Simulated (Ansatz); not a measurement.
Trial structure of K₂Li₃, not yet relaxed:

```yaml
crystal:
  lattice:
    - [4.89118, 0.00000, 0.00000]
    - [0.00000, 4.89118, 0.00000]
    - [0.00000, 0.00000, 4.89118]
  atoms:
    - { symbol: K, position: [0.00000, 0.00000, 0.00000] }
    - { symbol: K, position: [0.50000, 0.50000, 0.50000] }
    - { symbol: Li, position: [0.50000, 0.00000, 0.00000] }
    - { symbol: Li, position: [0.00000, 0.50000, 0.00000] }
    - { symbol: Li, position: [0.00000, 0.00000, 0.50000] }
```

Level of theory: Ansatz, DFT PBE, scalar-relativistic, plane waves, PAW. Plane waves to 420 eV, a k mesh through Γ of 4×4×4 on the computed 5-atom cell and Gaussian smearing (0.10 eV); no spin polarisation.

Energies over the elements count from the elements' standard structures at the same level, with no fitted energy shifts.

Task: Estimate its pressure, forces and energy as it stands.

Result: The pressure is 10.5 GPa (it wants to expand), the largest force is 0.00 eV/Å (symmetry fixes the atoms), and the energy is +0.97 eV/atom against the elements. The shortest distance is 2.45 Å.

Task: How much does it gain on relaxing, and where does it end?

Result: Relaxing gains about 0.51 eV/atom (the start's value is from the coarse mesh, so the gain is rough) in 14 ionic steps and ends at +0.45 eV/atom on the finer mesh. The symmetry stays Pm-3m (No. 221). The volume per atom grows by 113.0 %, from 23.4 to 49.9 Å³. The shortest distance goes from 2.45 Å (K–Li) to 3.15 Å (K–Li). Conventional cell: a = 6.293 Å. K on its first site has 6 Li at 3.15 Å; around K on its second site lie 12 Li at 4.45 Å; Li has 2 K at 3.15 Å, 4 K at 4.45 Å and 8 Li at 4.45 Å.

The last run used a 6×6×6 mesh for its 5-atom cell and Gaussian smearing of 0.10 eV. The relaxation can't lower the symmetry of the start. A structure relaxed within its symmetry needn't be a true minimum.
